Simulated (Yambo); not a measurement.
Yambo run on MgS₂ (space group C2/m, No. 12). The wavefunctions are LDA (pw.x of Quantum ESPRESSO, ONCV potentials, without SOC) ones on a 4×4×4 mesh (11 occupied bands); a = b = 3.9058 Å, c = 5.0325 Å, α = β = 112.80°, γ = 59.15°.

Yambo input:

```
rim_cut
gw0
dyson
el_el_corr
HF_and_locXC
ppa
em1d
RandQpts= 1000000
RandGvec= 1 Ry
EXXRLvcs= 84 Ry
VXCRLvcs= 336 Ry
Chimod= "HARTREE"
% BndsRnXp
 5 | 139 |
%
NGsBlkXp= 10 Ry
% LongDrXp
 1.0 | 1.0 | 1.0 |
%
PPAPntXp= 27.2114 eV
% GbndRnge
 1 | 139 |
%
GTermKind= "none"
DysSolver= "n"
ExtendOut
% QPkrange
 3 | 3 | 11 | 12 |
 12 | 12 | 11 | 11 |
%
```

k points by index: 3 = (0, 0, -0.5), 12 = (0.25, 0.25, 0.25).

Table of the .qp output:

```
#    K-point    Band    Eo [eV]    E [eV]    E-Eo [eV]    Vxc [eV]    Vnlxc [eV]    Sc|Eo [eV]    Sc|E [eV]    dSc/dw|Eo [eV]    Re(Z)    Im(Z)
#
    3    11    -0.029944    -0.938606    -0.908662    -13.36028    -16.23892    1.708668    1.969970    -7.824155    0.776676    -0.001542
    3    12    0.857401    1.443387    0.585985    -12.58548    -8.119030    -3.718143    -3.880466    -7.536216    0.783113    -0.001517
    12    11    0.000000    -0.928346    -0.928346    -13.31908    -16.21403    1.699017    1.966602    -7.842420    0.776272    -0.001544
```
(The two width columns are left out.) Convergence of these settings isn't established.

Geometry relaxed with LDA.

The structure is a Materials Project entry; no match was found in the copy of COD used, and its stability was not checked.
